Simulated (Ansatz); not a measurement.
An elastic tensor (GPa, Voigt order, standard axes) from plane-wave PAW PBEsol (Ansatz code):

```
  278   91.1   91.1    0.0    0.0    0.0
 91.1    278   91.1    0.0    0.0    0.0
 91.1   91.1    278    0.0    0.0    0.0
  0.0    0.0    0.0  -22.2    0.0    0.0
  0.0    0.0    0.0    0.0  -22.2    0.0
  0.0    0.0    0.0    0.0    0.0  -22.2
```

### Question
Which of these materials gives this?
A. TaN, rock salt
B. LiF, rock salt
C. ZrN, rock salt
D. ZrRu, rock salt

### Answer
D, ZrRu, rock salt

Space group Fm-3m (rock salt). The start of the workflow was typed in or built on a structure type; neither database checked (COD, Materials Project) lists it. COD files the formula under space group No. 221. Its standing as an ambient phase is unchecked. The cell was relaxed with PBEsol under the symmetry of its start. At this level the phase is mechanically unstable. The run is not spin-polarised. As this level gives no gap, shear constants depend on the k-mesh and smearing (Fermi–Dirac, 0.1 eV here).

Potentials: the later of the program's two PAW sets.
